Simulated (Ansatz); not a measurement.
## Structures of BO: which is lowest?

Plane-wave DFT in Ansatz with scalar-relativistic PAW potentials, cutoff 420 eV, Γ-centred meshes chosen by cell and gap, Gaussian smearing with energies taken to zero width. Every cell was relaxed (cell and atoms) in a run of its own, within the symmetry of its start. Functional: PBE.

Relaxed structures (starts from databases or built by putting these elements on another compound's sites):
A. P2_13, 8 atoms in the computed cell, a = 4.561 Å; sites (symmetry × multiplicity) B .3. × 4, O .3. × 4; start: built
B. P6_3/mmc, 4 atoms in the computed cell, a = 2.527 Å, c = 7.290 Å; sites (symmetry × multiplicity) B -6m2 × 2, O -6m2 × 2; start: built

Problem. Rank them by energy. Could pressure change the order?

Solution.
```tsv
structure	group	E − E(lowest) (meV/atom)	V (Å³/atom)	gap on mesh (eV)
B	P6_3/mmc	0.0	10.08	0.00
A	P2_13	408	11.86	0.00
```

B is lowest, 408 meV/atom under A. The lowest is also the densest of these, so pressure wouldn't bring one of the others in at first order. Other structures may lie lower than all of these, and vibrations aren't counted.

Each cell of BO holds layers, chains or molecules, and where no dispersion correction was added their binding is poorly described. Spin polarisation was left out, and a magnetic state may lie lower.